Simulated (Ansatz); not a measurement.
Diamond Ge, relaxed with r2SCAN in Ansatz: the symmetry is Fd-3m (No. 227, cubic); conventional cell a = 5.674 Å, 22.83 Å³ an atom. Ge is surrounded by 4 Ge at 2.46 Å. The cell was then strained (x, y and z are the cube axes), with the atoms relaxed again; stress is positive in compression. Calculated for a static, non-magnetic cell.

- Uniaxial -1.0 % along z, other directions held: r2SCAN's stress changes by +1.29 GPa along the strain and +0.46 GPa across it.
- Isotropic +1.0 % on every length: the pressure changes by -1.96 GPa.
- Epitaxial strain of +1.0 % in the (001) plane: the free normal strain is -0.70 % and the in-plane stress changes by -1.35 GPa.
- In that film r2SCAN's threefold valence top at Γ splits as 1+2 from the top, by 0.135 eV.
- Uniaxial strain of +1.5 % along [111], atoms relaxed: the xy stress changes by -0.645 GPa.

**Estimate C₁₁, C₁₂ and the bulk modulus from the uniaxial step.** With compression positive, C₁₁ ≈ −Δσ∥/ε = (-1.29)/(-0.0100) = 129 GPa and C₁₂ ≈ (-0.46)/(-0.0100) = 46 GPa; B = (C₁₁ + 2C₁₂)/3 = 74 GPa. A one-sided step carries third-order terms: it reads high by some per cent.

**What bulk modulus does the isotropic step give?** Δ ln V = 3 ln(1.0100) = +0.0299, so B ≈ −ΔP/Δ ln V = 66 GPa, against 74 GPa from C₁₁ and C₁₂; one-sided steps of finite size carry third-order terms.

**What do the film's normal strain and stress say about the elastic constants?** ε⊥/ε∥ = (-0.0070)/(+0.0100) = -0.70, which linear elasticity sets to −2C₁₂/C₁₁ = -0.71 from the uniaxial step. The biaxial modulus is M = −Δσ/ε∥ = 135 GPa (C₁₁ + C₁₂ − 2C₁₂²/C₁₁ = 142 GPa).

**How much elastic energy does the film store, with 22.83 Å³ an atom?** u = M ε∥² = −Δσ ε∥ = +1.35 × (+0.0100) = 0.0135 GPa, and 1 GPa Å³ is 6.2415 meV: 1.92 meV an atom. The total energies of the two runs differ by 1.97 meV an atom.

**Extract the shear deformation potential b.** Without spin-orbit coupling the splitting is 3|b| |ε_zz − ε_xx| = 3|b| × 0.0170, so |b| = 0.135/0.0510 = 2.65 eV.

**Estimate C₄₄.** A strain ε along [111] has ε_xy = ε/3 = +0.00500, an engineering shear of 2ε/3, so C₄₄ ≈ −Δσ_xy/(2ε/3) = 64 GPa, atoms relaxed.
